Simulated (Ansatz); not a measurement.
Sheets of one type (MA2Z4 (octahedral core, outer Z over the far inner Z)-type), PBE in the plane-wave PAW code Ansatz; HSE06 gaps on those cells.

```tsv
layer	a (Å)	thickness (Å)
MnGe2P4	3.611	9.12
ScGe2N4	3.123	7.38
YGe2P4	3.768	10.03
ScP4Si2	3.586	9.58
ScAs4Ge2	3.843	10.20
ZrGe2P4	3.712	9.71
ScGe2P4	?	?
```

### Question
What belongs in the gaps?

### Answer

- ScGe2P4, a (Å): 3.686
- ScGe2P4, thickness (Å): 9.77

Spin orders computed, not proven ground states: MnGe2P4, MA2Z4 (octahedral core, outer Z over the far inner Z)-type layer ferromagnetic. Began spin-polarised and lost the moments: ScGe2N4, MA2Z4 (octahedral core, outer Z over the far inner Z)-type layer; YGe2P4, MA2Z4 (octahedral core, outer Z over the far inner Z)-type layer; ScP4Si2, MA2Z4 (octahedral core, outer Z over the far inner Z)-type layer; ScAs4Ge2, MA2Z4 (octahedral core, outer Z over the far inner Z)-type layer; ScGe2P4, MA2Z4 (octahedral core, outer Z over the far inner Z)-type layer. All cells were relaxed under the symmetry of their starts (and spin orders); stability against distortions was not tested throughout. Rows with no word on spin ran without spin polarisation. Scalar-relativistic: spin–orbit coupling is off unless named, which matters more the heavier the elements. Constructed layers (a layer type filled with these elements): MnGe2P4, MA2Z4 (octahedral core, outer Z over the far inner Z)-type layer; ScGe2N4, MA2Z4 (octahedral core, outer Z over the far inner Z)-type layer; YGe2P4, MA2Z4 (octahedral core, outer Z over the far inner Z)-type layer; ScP4Si2, MA2Z4 (octahedral core, outer Z over the far inner Z)-type layer; ScAs4Ge2, MA2Z4 (octahedral core, outer Z over the far inner Z)-type layer; ZrGe2P4, MA2Z4 (octahedral core, outer Z over the far inner Z)-type layer; ScGe2P4, MA2Z4 (octahedral core, outer Z over the far inner Z)-type layer.

Potentials: the later of the program's two PAW sets.
